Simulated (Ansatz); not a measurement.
Starting cell, Mg (hcp, Mg type):

```
CELL_PARAMETERS angstrom
      6.37284     0.00000     0.00000
     -1.59321     2.75952     0.00000
      0.00000     0.00000     5.22378
ATOMIC_POSITIONS crystal
  Mg 0.16667 0.66667 0.75000
  Mg 0.66667 0.66667 0.75000
  Mg 0.33333 0.33333 0.25000
  Mg 0.83333 0.33333 0.25000
```

Two-dimensional scan of atom 2 (Mg, nearest neighbour Mg at 3.186 Å; its periodic images, 3.2 Å or more away, move with it): u runs along (1.000, 0.000, 0.000), v along (0.000, 1.000, 0.000) (Cartesian). Cell and other atoms are fixed.

These are PBE (plane waves to 420 eV, PAW, scalar-relativistic; Ansatz, a program for electronic structure) values and carry that method's errors. k mesh 7×14×7 (Γ-centred), Fermi-Dirac smearing 0.05 eV. E stands for the smeared free energy. Points where atoms come too close for the PAW data are left out (x in tables, blank in figures). With partly filled bands, energies and forces of such displacements shift with the k mesh and the smearing. Mg was relaxed with its symmetry unable to fall. The last digit holds for this mesh only.

Changes of ΔE (meV/cell) from the point u = 0.000 Å, v = 0.000 Å when one coordinate moves alone (two changes are said to add if the coupling is within 5 % of the smaller one, nearly so within 20 %):

| point | change |
|---|---|
| u = 0.000 Å, v = -0.800 Å | 552.6 |
| u = 0.000 Å, v = -0.400 Å | 133.7 |
| u = -0.800 Å, v = 0.000 Å | 1004.9 |
| u = -0.400 Å, v = 0.000 Å | 206.9 |
| u = 0.400 Å, v = 0.000 Å | 206.1 |
| u = 0.800 Å, v = 0.000 Å | 997.7 |
| u = 0.000 Å, v = 0.400 Å | 157.6 |
| u = 0.000 Å, v = 0.800 Å | 720.3 |

Do the two effects add at u = -0.800 Å, v = 0.800 Å? Give the computed change.

The sum of the single changes is 1004.9 + (720.3) = 1725.2; the calculation gives 688.4, so the coupling contributes -1036.8 (over 20 % of the smaller single change, not additive).

What is the change at u = -0.400 Å, v = 0.800 Å, where both move, and how far is it from the sum?

The sum of the single changes is 206.9 + (720.3) = 927.2; the calculation gives 478.4, so the coupling contributes -448.8 (over 20 % of the smaller single change, not additive).

Do the two effects add at u = -0.400 Å, v = -0.400 Å? Give the computed change.

The sum of the single changes is 206.9 + (133.7) = 340.6; the calculation gives 499.5, so the coupling contributes 158.9 (over 20 % of the smaller single change, not additive).

(A displaced cell: forces are minus the slopes of the energy, force constants its curvatures, and phonons follow from these.)
